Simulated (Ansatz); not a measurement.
Zincblende alloy of GaN and AlN (52 of 64 Ga sites exchanged), 128 atoms

Ansatz, PAW, plane waves. PBEsol relaxation of volume and atoms (shape held) at the single k point (½, ½, ½); single points on the relaxed atoms at the Γ point alone, onto which points of the small cell's zone fold. Arrangement: quasirandom. No spin–orbit coupling unless named.

Relaxed structure:

```
Al Ga N
1.0
     0.00000    8.79979    8.79979
     8.79979    0.00000    8.79979
     8.79979    8.79979    0.00000
Al Ga N
52 12 64
Direct
  0.99981 0.00097 0.00003
  0.49890 0.00167 0.99902
  0.00142 0.49854 0.99923
  0.99902 0.99981 0.50016
  0.24858 0.25121 0.24938
  0.49969 0.49994 0.99926
  0.49981 0.99994 0.50169
  0.75071 0.24904 0.25012
  0.24877 0.74993 0.25102
  0.24975 0.25003 0.75030
  0.49848 0.49944 0.50121
  0.74987 0.75047 0.25040
  0.25044 0.74908 0.75029
  0.99976 0.99991 0.25017
  0.24977 0.24988 0.00014
  0.75049 0.24965 0.00048
  0.00130 0.49915 0.24935
  0.24987 0.74993 0.99998
  0.99995 0.99970 0.75032
  0.25000 0.24995 0.50080
  0.49901 0.49999 0.25080
  0.49904 0.00141 0.74953
  0.74940 0.24859 0.50024
  0.00070 0.49928 0.75095
  0.24970 0.74932 0.50012
  0.49837 0.50052 0.75077
  0.99988 0.24983 0.00042
  0.24893 0.99955 0.24944
  0.49894 0.25066 0.99944
  0.75160 0.00020 0.24901
  0.00042 0.24919 0.49941
  0.25005 0.50087 0.24910
  0.24958 0.99961 0.75143
  0.49977 0.25007 0.50101
  0.74960 0.00091 0.74938
  0.00147 0.75077 0.49931
  0.24986 0.49990 0.75033
  0.49894 0.74909 0.50080
  0.74882 0.49935 0.75242
  0.24873 0.00086 0.00025
  0.74991 0.00118 0.99994
  0.00067 0.24890 0.25025
  0.25072 0.49920 0.99993
  0.75016 0.49773 0.00041
  0.74966 0.00182 0.49912
  0.00059 0.75078 0.24956
  0.00074 0.24897 0.75091
  0.25079 0.49980 0.50016
  0.49804 0.74981 0.25191
  0.49904 0.25016 0.74997
  0.00178 0.74972 0.74868
  0.49823 0.74968 0.75006
  0.00160 0.49937 0.50022
  0.74985 0.24939 0.75097
  0.75069 0.74994 0.74952
  0.50069 0.99926 0.24940
  0.74999 0.75069 0.00026
  0.74910 0.75194 0.49917
  0.00108 0.74997 0.00002
  0.49824 0.74992 0.00104
  0.74978 0.49903 0.25028
  0.24918 0.99987 0.50109
  0.49989 0.25079 0.25024
  0.74898 0.49988 0.50028
  0.06189 0.06323 0.06295
  0.56388 0.06477 0.05752
  0.06449 0.55783 0.06332
  0.05762 0.06354 0.56435
  0.30771 0.31421 0.31414
  0.56366 0.55771 0.06427
  0.56270 0.06312 0.56269
  0.81439 0.30742 0.31422
  0.06449 0.56424 0.56447
  0.31147 0.81261 0.31312
  0.31195 0.31262 0.81286
  0.55756 0.56315 0.56474
  0.81447 0.81425 0.30784
  0.81442 0.31346 0.81442
  0.31156 0.81238 0.81317
  0.81589 0.81543 0.80964
  0.06223 0.06199 0.31289
  0.31236 0.31241 0.06275
  0.56560 0.05947 0.31574
  0.81277 0.31129 0.06356
  0.06389 0.56446 0.30810
  0.30688 0.81426 0.06482
  0.06242 0.06203 0.81312
  0.31255 0.31277 0.56277
  0.55774 0.56372 0.31460
  0.81011 0.81585 0.06569
  0.56235 0.06281 0.81208
  0.81484 0.30930 0.55977
  0.06291 0.56263 0.81260
  0.31335 0.80819 0.56402
  0.56201 0.56278 0.81250
  0.81589 0.81627 0.55871
  0.06281 0.31170 0.06299
  0.30937 0.06528 0.30954
  0.56389 0.31356 0.05811
  0.81277 0.06251 0.31229
  0.06432 0.81478 0.06372
  0.06390 0.30740 0.56451
  0.31199 0.56256 0.31274
  0.55880 0.81567 0.06599
  0.31202 0.06287 0.81322
  0.56238 0.31253 0.56308
  0.81582 0.56531 0.30934
  0.81397 0.05784 0.81450
  0.06320 0.81297 0.56202
  0.31179 0.56241 0.81343
  0.55725 0.81399 0.56398
  0.81408 0.55821 0.81428
  0.31201 0.06286 0.06227
  0.81257 0.06328 0.06231
  0.06202 0.31255 0.31274
  0.31286 0.56259 0.06211
  0.31394 0.06397 0.56475
  0.56417 0.31408 0.31478
  0.81536 0.55946 0.05909
  0.81194 0.06247 0.56283
  0.06226 0.81267 0.31304
  0.06292 0.31223 0.81295
  0.31203 0.56217 0.56334
  0.56381 0.80725 0.31494
  0.55780 0.31449 0.81337
  0.81092 0.56131 0.56740
  0.06474 0.81357 0.80821
  0.55922 0.81529 0.80954
```

Problem. What are the mean bond lengths by pair (pairs within 1.2 times the sum of covalent radii, less contacts 15 % beyond the pair's median; cation–cation pairs of compounds aside; long ionic contacts are cut short by that bound)?

Solution. Al–N 1.896 ± 0.006 Å (standard deviation, 208 bonds); Ga–N 1.946 ± 0.005 Å (standard deviation, 48 bonds).

Problem. What gap lies between the top filled and the lowest empty level in the single points?

Solution. HSE06 4.47 eV (28 s on NVIDIA GB200).
